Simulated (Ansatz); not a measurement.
Mechanical response of AlN (F-43m)

```
CELL_PARAMETERS angstrom
0.00000 2.17115 2.17115
2.17115 0.00000 2.17115
2.17115 2.17115 0.00000
ATOMIC_POSITIONS crystal
Al 0.00000 0.00000 0.00000
N 0.25000 0.25000 0.25000
```

Level of theory, where no other is named: LDA, all-electron LAPW in Ansatz 0.2.0, scalar-relativistic. k mesh 8×8×8, fixed occupations, basis error target 1 meV/atom. The cell was relaxed by PAW under this functional. The structure is one entry of a database and needn't be the stable phase.

The cell is cubic and carries a residual pressure of 0.01 GPa at this level. Each strain component that symmetry leaves independent is applied at ±0.008, the ions relax wherever a strain frees them, and the stress (tension positive, GPa) is read. Shears are engineering strains, γ = 2ε.

| strain | size | σxx | σyy | σzz | σyz | σxz | σxy |
| --- | --- | --- | --- | --- | --- | --- | --- |
| xx | -0.008 | -2.4186 | -1.3720 | -1.3720 | 0.0000 | 0.0000 | 0.0000 |
| xx | +0.008 | 2.3865 | 1.2768 | 1.2768 | 0.0000 | 0.0000 | 0.0000 |
| yz | -0.008 | -0.0047 | -0.0176 | -0.0176 | -1.4998 | 0.0000 | 0.0000 |
| yz | +0.008 | -0.0047 | -0.0176 | -0.0176 | 1.4998 | 0.0000 | 0.0000 |

A central difference gives one constant, for example C11 ≈ (2.3865 − (-2.4186))/(0.016) = 300.3 GPa; the program then imposes the crystal's symmetry on the whole matrix.

(1) What are the independent elastic constants?

(2) Do they meet the Born conditions?

(3) What moduli does a random aggregate of grains have?

(4) With the density of 3.325 g/cm³, how fast does sound travel, and what Debye temperature follows?

(5) How far do the constants move if PAW replaces LAPW in the same cell?

(6) What happens at 2 GPa (cell relaxed there)?

Results:

(1) C11 = 300.3, C12 = 165.6, C44 = 187.5 GPa.

(2) C11 − C12 = 134.8, C11 + 2C12 = 631.4 and C44 = 187.5 GPa must all be positive, so the crystal is elastically stable; that says nothing yet of its phonons.

(3) B = (C11 + 2C12)/3 = 210.5 GPa. G_V = (C11 − C12 + 3C44)/5 = 139.4 and G_R = 5(C11 − C12)C44/(4C44 + 3(C11 − C12)) = 109.4, so G_H = 124.4 GPa. Then E = 9BG/(3B + G) = 311.9 GPa, ν = (3B − 2G)/(6B + 2G) = 0.253 and B/G = 1.69, on the brittle side of Pugh's 1.75 (a rule of thumb, made for metals; it doesn't predict ductility here).

(4) 

```
direction  slow (m/s)  middle (m/s)  fast (m/s)
    [100]        7509          7509        9503
    [110]        4502          7509       11244
    [111]        5684          5684       11767
```

The mean of v⁻³ over directions and branches gives v_m = 6658 m/s and θ_D = (ħ/k_B) v_m (6π²n)^(1/3) = 913 K, n being atoms per volume. Young's modulus spans 183 to 434 GPa over directions, and the universal anisotropy index is 1.37.

(5) 

```tsv
constant	LAPW (GPa)	PAW (GPa)	difference
C11	300.3	300.3	0.0
C12	165.6	165.8	0.2
C44	187.5	187.9	0.4
```

(6) The volume falls to 0.9909 of its value, and C11 = 307.2, C12 = 173.5, C44 = 189.3 GPa (slopes of the stress), in this structure whether or not another phase takes over.

Known limits: constants at zero field, no piezoelectric stiffening; the frozen-core PAW files of the compared runs were fitted under PBE, their cores solved anew for this functional.
